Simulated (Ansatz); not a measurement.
Ca (fcc (Cu type)), relaxed and computed with several functionals in Ansatz (plane waves, PAW). Much of their spread follows the volume that each gives.

```json
[
 {"functional": "LDA", "V (Å³/atom)": "37.99", "K_Hill (GPa)": "19.6"},
 {"functional": "r²SCAN", "V (Å³/atom)": "43.12", "K_Hill (GPa)": "18.0"},
 {"functional": "PBE", "V (Å³/atom)": "42.18", "K_Hill (GPa)": "17.5"},
 {"functional": "PBEsol", "V (Å³/atom)": "40.58", "K_Hill (GPa)": "?"},
 {"functional": "PBE+D3(BJ)", "V (Å³/atom)": "40.13", "K_Hill (GPa)": "18.5"}
]
```

Task: Fit a straight line to ln K against ln V and predict the withheld value.

Result: Least squares on the 4 shown rows: ln K = -0.78 × ln V + (5.804), with a scatter of 2 %. For PBEsol this gives 18.5. The run itself gave 18.1, within the scatter.

All cells were relaxed under the symmetry of their starts (and spin orders); stability against distortions was not tested throughout.

Potentials: the later of the program's two PAW sets.

Ansatz (an electronic-structure program) is a plane-wave DFT program.
